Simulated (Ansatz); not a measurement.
One crystal and one scan (frozen-phonon scan) at two levels, PBE (plane waves to 420 eV, PAW, scalar-relativistic; Ansatz, an electronic-structure program) and r2SCAN (plane waves to 500 eV, PAW, scalar-relativistic; Ansatz), each from its own relaxed cell and on its own mesh. The cell shown is that of PBE.

Relaxed Cd (hcp, Mg type):

```yaml
crystal:
  lattice:
    - [6.03211, 0.00000, 0.00000]
    - [-1.50803, 2.61198, 0.00000]
    - [0.00000, 0.00000, 5.81912]
  atoms:
    - { symbol: Cd, position: [0.16667, 0.66667, 0.75000] }
    - { symbol: Cd, position: [0.66667, 0.66667, 0.75000] }
    - { symbol: Cd, position: [0.33333, 0.33333, 0.25000] }
    - { symbol: Cd, position: [0.83333, 0.33333, 0.25000] }
```

The atoms are displaced by Q × the pattern below (from a DFPT mode at M = (0.5, 0.0, 0.0), largest move 1; Q in Å), at fixed cell. (q is in reciprocal vectors of the primitive cell; the cell shown is doubled to hold the pattern.)

```
atom       x       y      z
----  ------  ------  -----
Cd1    0.500  -0.866  0.000
Cd2   -0.500   0.866  0.000
Cd3   -0.500   0.866  0.000
Cd4    0.500  -0.866  0.000
```

Cd was relaxed with its symmetry unable to fall. With partly filled bands, energies and forces of such displacements shift with the k mesh and the smearing. Percentages come from the unrounded values. Both scans cover Q from -0.180 to 0.180 Å.

Results of PBE:

* **Lattice constant a (Å)**: 3.016
* **Lattice constant c (Å)**: 5.819
* **Relaxed volume (Å³/atom)**: 22.92
* **Energy at Q = 0.180 Å (meV/cell)**: 123
* **Harmonic wavenumber from the curvature (finite differences) (cm⁻¹ (negative: imaginary))**: 69
* **Space group of the distorted cell**: Pbcm (No. 57), lowered from P6_3/mmc
* **Symmetry of the curve**: even: the same for both signs
* **Shape of the curve**: a single well with its minimum at or next to zero displacement

Task: Estimate the r2SCAN values.

Result: 
```tsv
quantity	r2SCAN	PBE − r2SCAN
Lattice constant a (Å)	2.962	+0.054 (+1.8 %)
Lattice constant c (Å)	5.798	+0.021 (+0.4 %)
Relaxed volume (Å³/atom)	22.03	+0.89 (+4.1 %)
Energy at Q = 0.180 Å (meV/cell)	154	-31 (-20 %)
Harmonic wavenumber from the curvature (finite differences) (cm⁻¹ (negative: imaginary))	78	-9 (-11 %)
```

PBE gives the higher value for: lattice constant a; lattice constant c; relaxed volume. PBE gives the lower value for: energy at Q = 0.180 Å; harmonic wavenumber from the curvature. Both give the same space group of the distorted cell: Pbcm (No. 57), lowered from P6_3/mmc. Neither level is exact: the differences show how much the result hangs on the functional.

(A displaced cell: forces are minus the slopes of the energy, force constants its curvatures, and phonons follow from these.)
